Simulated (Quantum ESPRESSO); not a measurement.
pw.x input (Quantum ESPRESSO 7.5; LDA, PseudoDojo standard norm-conserving files, scalar-relativistic):

```
&CONTROL
  calculation = 'scf'
  pseudo_dir = './pseudo'
  outdir = './out'
  tprnfor = .true.
  tstress = .true.
/
&SYSTEM
  ibrav = 0
  nat = 8
  ntyp = 3
  ecutwfc = 84.0
  ecutrho = 336.0
  occupations = 'smearing'
  smearing = 'fd'
  degauss = 0.002
  nbnd = 34
/
&ELECTRONS
  conv_thr = 8e-10
/
ATOMIC_SPECIES
Li 6.9400 Li.upf
F 18.9984 F.upf
Nb 92.9064 Nb.upf
CELL_PARAMETERS angstrom
  2.557315106000   1.476466565000   4.557003000000
 -2.557315106000   1.476466565000   4.557003000000
  0.000000000000  -2.952933130000   4.557003000000
ATOMIC_POSITIONS crystal
Li   0.500000000000   0.500000000000   0.500000000000
F   0.246753000000   0.871850000000   0.636450000000
F   0.753247000000   0.128150000000   0.363550000000
F   0.871850000000   0.636450000000   0.246753000000
F   0.128150000000   0.363550000000   0.753247000000
F   0.636450000000   0.246753000000   0.871850000000
F   0.363550000000   0.753247000000   0.128150000000
Nb   0.000000000000   0.000000000000   0.000000000000
K_POINTS automatic
6 6 6 0 0 0
```

End of the output:

```

[...]
     the Fermi energy is     2.1070 ev
!    total energy              =    -434.65654151 Ry
     estimated scf accuracy    <          3.9E-10 Ry
     smearing contrib. (-TS)   =       0.00000000 Ry
     internal energy E=F+TS    =    -434.65654151 Ry
     The total energy is F=E-TS. E is the sum of the following terms:
     one-electron contribution =    -220.85951324 Ry
     hartree contribution      =     135.30314624 Ry
     xc contribution           =     -93.62904592 Ry
     ewald contribution        =    -255.47112859 Ry
     convergence has been achieved in  11 iterations
     Forces acting on atoms (cartesian axes, Ry/au):
     atom    1 type  1   force =     0.00000000    0.00000000   -0.00000000
     atom    2 type  2   force =    -0.01731283   -0.02681536    0.02199458
     atom    3 type  2   force =     0.01731283    0.02681536   -0.02199458
     atom    4 type  2   force =    -0.01456637    0.02840103    0.02199458
     atom    5 type  2   force =     0.01456637   -0.02840103   -0.02199458
     atom    6 type  2   force =     0.03187920   -0.00158567    0.02199458
     atom    7 type  2   force =    -0.03187920    0.00158567   -0.02199458
     atom    8 type  3   force =     0.00000000   -0.00000000    0.00000000
     Total force =     0.094949     Total SCF correction =     0.000054
     Computing stress (Cartesian axis) and pressure
          total   stress  (Ry/bohr**3)                   (kbar)     P=      -76.84
  -0.00051874  -0.00000000  -0.00000000          -76.31       -0.00       -0.00
   0.00000000  -0.00051874  -0.00000000            0.00      -76.31       -0.00
  -0.00000000   0.00000000  -0.00052946           -0.00        0.00      -77.89
```
In a gapped system the printed Fermi energy is only some level inside the gap.

Spin-orbit coupling is not included.

Geometry of the Materials Project entry, not relaxed at this level.
